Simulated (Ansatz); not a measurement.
RbVF3 (Pm-3m)

Computed with Ansatz (plane waves, PAW): r²SCAN+U, U_eff = 2.0 eV (Dudarev form) on V d, fully localised double counting, collinear spin, scalar-relativistic, 500 eV, PAW set soft_2 (made for PBE), 5×5×5 mesh, Gaussian smearing of 0.05 eV.

```yaml
crystal:
  lattice:
    - [4.18200, 0.00000, 0.00000]
    - [0.00000, 4.18200, 0.00000]
    - [0.00000, 0.00000, 4.18200]
  atoms:
    - { symbol: Rb, position: [0.00000, 0.00000, 0.00000] }
    - { symbol: V, position: [0.50000, 0.50000, 0.50000] }
    - { symbol: F, position: [0.50000, 0.50000, 0.00000] }
    - { symbol: F, position: [0.00000, 0.50000, 0.50000] }
    - { symbol: F, position: [0.50000, 0.00000, 0.50000] }
```

The structure is that of a cell as deposited in COD, unrelaxed.

Cell and atoms stay fixed. Atoms count from 1 in the text and from 0 in parts of the program's output.

Two runs on this cell converged from different starts. The ends of their outputs, energies left out (λ are the eigenvalues of a shell's occupation matrix):

Run A:

```
Magnetization: 3.0000 μB (23.0000 up, 20.0000 down)
Absolute magnetization: 3.0229 μB (∫|ρ↑−ρ↓|, with the PAW one-centre terms)
Per-site moments (μB) at R_I (Å): [(0.00301, 1.21981), (2.32499, 0.86254), (0.02494, 0.86254), (0.02428, 0.86254), (0.02428, 0.86254)]
Entropy (-TS):   -0.001584 eV (-0.317 meV/atom)
Fermi energy:    10.201773 eV
--- Forces (eV/Å), atoms counted from 1 ---
  atom   1  Rb     0.00000000     0.00000000     0.00000000
  atom   2  V      0.00000000     0.00000000     0.00000000
  atom   3  F      0.00000000     0.00000000     0.00000000
  atom   4  F      0.00000000     0.00000000     0.00000000
  atom   5  F      0.00000000     0.00000000     0.00000000
--- Stress (GPa, compression-positive) ---
        6.353548       0.000000       0.000000
        0.000000       6.353323       0.000000
        0.000000       0.000000       1.531621
  P = ⅓ Tr σ = 4.7462 GPa (47.462 kbar)
--- Löwdin populations: 5 sites ---
  site symbol       q [e]    m [muB]
     0     Rb      8.1379     0.0034
     1      V     11.7346     2.9160
     2      F      7.6571     0.0182
     3      F      7.6643     0.0219
     4      F      7.6643     0.0219
--- Occupation matrices: 1 shell (run DFT+U table (all-electron-ortho-atomic); ε = 1.01e-2) ---
  V1 d_3D up     Tr n = 3.1698  λ = 0.109 0.203 0.863 0.997 0.997
  V1 d_3D dn     Tr n = 0.2722  λ = 0.033 0.033 0.036 0.082 0.089
```

Run B:

```
Magnetization: 3.0000 μB (23.0000 up, 20.0000 down)
Absolute magnetization: 3.0377 μB (∫|ρ↑−ρ↓|, with the PAW one-centre terms)
Per-site moments (μB) at R_I (Å): [(0.00188, 1.21981), (2.29187, 0.86254), (0.02541, 0.86254), (0.02541, 0.86254), (0.02542, 0.86254)]
Fermi energy:    9.280827 eV
--- Forces (eV/Å), atoms counted from 1 ---
  atom   1  Rb     0.00000000     0.00000000     0.00000000
  atom   2  V      0.00000000     0.00000000     0.00000000
  atom   3  F      0.00000000     0.00000000     0.00000000
  atom   4  F      0.00000000     0.00000000     0.00000000
  atom   5  F      0.00000000     0.00000000     0.00000000
--- Stress (GPa, compression-positive) ---
        0.886827       0.000000       0.000000
        0.000000       0.886736       0.000000
        0.000000       0.000000       0.886827
  P = ⅓ Tr σ = 0.8868 GPa (8.868 kbar)
--- Löwdin populations: 5 sites ---
  site symbol       q [e]    m [muB]
     0     Rb      8.1379     0.0041
     1      V     11.7601     2.9268
     2      F      7.6562     0.0192
     3      F      7.6562     0.0192
     4      F      7.6562     0.0192
--- Occupation matrices: 1 shell (run DFT+U table (all-electron-ortho-atomic); ε = 2.21e-3) ---
  V1 d_3D up     Tr n = 3.1944  λ = 0.101 0.101 0.997 0.997 0.997
  V1 d_3D dn     Tr n = 0.2799  λ = 0.033 0.033 0.033 0.090 0.090
```

Problem. Which run lies higher in energy, by how much, and why?

Solution. Run A, by 278.6 meV/atom. Run A has no gap on the mesh (a metal), yet a whole-number cell moment of 3 μB, as a half-metal would have; run B has 3 d electrons in filled orbitals, 3 of them unpaired, the high-spin filling, a gap of 3.17 eV and a whole-number cell moment of 3 μB, as a collinear insulator must have. Run A kept 8 symmetry operations, run B 16. Run A spreads its shell electrons over partly filled bands where run B fills whole orbitals. With J = 0 the Hubbard energy is (U/2) Σ λ(1 − λ), a penalty on fractional natural occupations. The sums Σ λ(1 − λ) over the cell's shells are 0.45 for run B and 0.64 for run A, which at U/2 = 1.00 eV give 0.45 and 0.64 eV per cell. Of the difference of 1.39 eV per cell, the Hubbard term gives 0.19 eV and all other terms 1.21 eV, so the Hubbard term itself makes little of it, though U shapes both states. The other terms are taken on each state's own density, so they aren't the result of a run without U.

With one V ion in the cell, V moments can't oppose each other.

Run A started from: random orbitals: single harmonics, lower spin (2+1 electrons), moments V2 1.00 μB, occupations held for 5 iterations. Run B started from: random orbitals: single harmonics, high spin, moments V2 3.00 μB, occupations held for 12 iterations. At this level the cell was started in 11 ways. Run B holds the lowest state found for this cell, which doesn't make it the ground state. For metallic states the mesh is coarse, so energy differences carry some meV/atom. U is one value of a scan, not fitted to this compound, so the states needn't resemble the real material's. A gap on the mesh alone may shrink between mesh points.
